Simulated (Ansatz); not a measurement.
Ansatz (a first-principles code) input:

Ansatz 0.2 input:
```yaml
crystal:
  lattice:
    - [0.0, 2.0523934948, 2.0523934948]
    - [2.0523934948, 0.0, 2.0523934948]
    - [2.0523934948, 2.0523934948, 0.0]
  atoms:
    - { symbol: Ag, position: [0.0, 0.0, 0.0] }
kpoints:
  mp_grid: { grid: [36, 36, 36] }
hamiltonian:
  xc: r2scan
  pseudopotentials: { azcp: { folder: ./paw }, kind: paw }
scf:
  occupations: { method: fermi_dirac, width: 0.1 }
elastic: { mode: relaxed_ion, stencil: two_point, amplitude: 0.005, f_tol: 0.0005 }
```

Output (shortened):

```
Pseudopotential: Ag, paw, valence charge 19
Functional definition: r2SCAN
Crystal: 1 atoms, lattice volume = 17.291 Å³
Basis set: ecut = 500 eV, 459 PW (Γ), exchange–correlation on 96×96×96 points (64 copies of the dense FFT grid, shifted against one another)
Bands: 14, of which v1, the nominal top of the filled ones, is band 10 counted from 1 (9 counted from 0)
Symmetry: 48 space group operations
Space group: Fm-3m (ITA 225), of the structure as read, at distance tolerance 2.6e-5 Å
k-points: 1240 of 46656
SCF 1 converged in 9 iterations: F = -7604.009758 eV  dr2 = 6.51e-14
Crystal: 1 atoms, lattice volume = 17.291 Å³
SCF 2 converged in 2 iterations: F = -7604.009758 eV  dr2 = 1.28e-14
Crystal: 1 atoms, lattice volume = 17.204 Å³
Basis set: ecut = 500 eV, 411 PW (Γ), exchange–correlation on 96×96×96 points (64 copies of the dense FFT grid, shifted against one another)
Symmetry: 16 space group operations
k-points: 3349 of 46656
SCF 3 converged in 10 iterations: F = -7604.009584 eV  dr2 = 4.47e-17
Crystal: 1 atoms, lattice volume = 17.377 Å³
SCF 4 converged in 6 iterations: F = -7604.009600 eV  dr2 = 8.14e-15
Crystal: 1 atoms, lattice volume = 17.291 Å³
Basis set: ecut = 500 eV, 435 PW (Γ), exchange–correlation on 96×96×96 points (64 copies of the dense FFT grid, shifted against one another)
Symmetry: 8 space group operations
k-points: 6346 of 46656
SCF 5 converged in 10 iterations: F = -7604.009701 eV  dr2 = 2.04e-15
Crystal: 1 atoms, lattice volume = 17.291 Å³
SCF 6 converged in 7 iterations: F = -7604.009701 eV  dr2 = 4.91e-14
SCF converged after 2 iterations
Free energy (F): -7604.009758 eV
Harris-Foulkes:  -7604.009758 eV  (|F-HF|=0.00e0)
Internal energy: -7604.000976 eV  (E = F + TS)
E sigma→0 (E₀):  -7604.005367 eV
Entropy (-TS):   -0.008781 eV (-8.781 meV/atom)
Fermi energy:    16.971573 eV
--- Per-component energies (eV) ---
  E_band       = -261.761876
  E_kinetic    = 468.955498
  E_local      = -2110.360408  (includes V_loc(G=0)·N_el)
  E_nonlocal   = 32.862968
  E_hartree    = 1036.843454
  E_xc         = -151.155163
  E_vxc        = -222.563286  (∫ρ·V_xc dr)
  E_paw        = -3977.520393  (= ΣΔE_a)
  E_vpaw       = -520.569641  (= ΣTr[D̂ρ^β])
  E_aug_tail   = 0.000158  (compensation charges beyond the density's cutoff)
  E_vtau       = 16.225930  (kinetic-family band-sum trace: ∫τ·v_τ [+ j·A + Jᵃ·Aᵃ] dr)
  E_ewald      = -2903.117785
  E_core_change = -0.509306  (= ΣΔE_core)
  E_smearing   = -0.008781  (= −TS)
  E_closure    = 0.000000  (closes the sum)
  Σ components = -7604.009758   (vs F -7604.009758, Δ=0.00e0)
--- Forces (eV/Å), atoms counted from 1 ---
  atom   1  Ag     0.00000000     0.00000000     0.00000000
  max |Σ_I F_I| component: 0.0 eV/Å
--- Stress (GPa, compression-positive) ---
        0.012013       0.000000       0.000000
        0.000000       0.012013       0.000000
        0.000000       0.000000       0.012013
  P = ⅓ Tr σ = 0.0120 GPa (0.120 kbar)
--- Band table (eV; the first three rows and the last of 1240) ---
  k-point 0: bands = ["-77.7301", "-40.2472", "-40.2472", "-40.2472", "9.0786", "11.8227", "11.8227", "11.8227", "12.8390", "12.8390", "33.2863", "36.9390", "36.9390", "36.9390"]
  k-point 1: bands = ["-77.7299", "-40.2484", "-40.2474", "-40.2474", "9.1036", "11.8170", "11.8296", "11.8296", "12.8363", "12.8363", "33.2940", "36.7028", "36.9497", "36.9497"]
  k-point 2: bands = ["-77.7295", "-40.2521", "-40.2479", "-40.2479", "9.1777", "11.8008", "11.8497", "11.8497", "12.8288", "12.8288", "33.3057", "36.1064", "36.9802", "36.9802"]
  k-point 1239: bands = ["-77.7077", "-40.3549", "-40.3549", "-40.3099", "10.9630", "11.5701", "11.5701", "12.8570", "13.8485", "23.0632", "23.0632", "24.1098", "25.3207", "40.0528"]
--- Elastic constants: 2 strain directions × 2 members + reference (group order 48) ---
  dense FFT box of the reference and of every strained cell: 24×24×24
  strains applied: 11, 23; error gains: componentwise 1.00 (the most a stress slope's error grows in a printed constant), spectral 1.73 (1 for all six strains …
  C = ∂σ_k/∂η_j (tension-positive GPa; Voigt order 11 22 33 23 13 12):
       122.456     93.095     93.095      0.000      0.000      0.000
        93.095    122.456     93.095      0.000      0.000      0.000
        93.095     93.095    122.456      0.000      0.000      0.000
         0.000      0.000      0.000     42.170      0.000      0.000
         0.000      0.000      0.000      0.000     42.170      0.000
         0.000      0.000      0.000      0.000      0.000     42.170
  reference stress σ⁰ (GPa):     -0.012     -0.012     -0.012      0.000      0.000      0.000
  moduli (Voigt/Reuss/Hill, GPa): K = 102.88/102.88/102.88   G = 31.17/24.11/27.64   E = 76.11   ν = 0.377
  mechanically stable: yes (min eigenvalue of sym C = 29.36 GPa)
  strain η (Voigt 11):  stress-route row diagonal C_11 = 122.46 GPa, energy-path curvature d²(F+E_count+ΔE)/dδ²/Ω₀ = 122.45 GPa
         δ    σ_11 (GPa)             F (eV)   n_scf  n_hpsi   n_pw
    -5.000e-3      -0.6338       -7604.0095842      10  1053585    450   relax 0 steps, max|allowed force component| 0.00e0 eV/Å
     5.000e-3       0.5908       -7604.0096003       6  760596    459   relax 0 steps, max|allowed force component| 0.00e0 eV/Å
  strain η (Voigt 23):  stress-route row diagonal C_44 = 42.17 GPa, energy-path curvature d²(F+E_count+ΔE)/dδ²/Ω₀ = 42.15 GPa
         δ    σ_23 (GPa)             F (eV)   n_scf  n_hpsi   n_pw
    -5.000e-3      -0.2108       -7604.0097010      10  1817172    452   relax 0 steps, max|allowed force component| 0.00e0 eV/Å
     5.000e-3       0.2108       -7604.0097010       7  1539307    452   relax 0 steps, max|allowed force component| 0.00e0 eV/Å
```

Cost: around 17 core-minutes (rough) on shared cores.

Symmetry was held in the r²SCAN relaxation. The run is not spin-polarised. As this level gives no gap, shear constants depend on the k-mesh and smearing (Fermi–Dirac, 0.1 eV here). Spin–orbit coupling is left out wherever it is not named.

Potentials: the earlier of the program's two PAW sets.

Ansatz is a plane-wave DFT program.
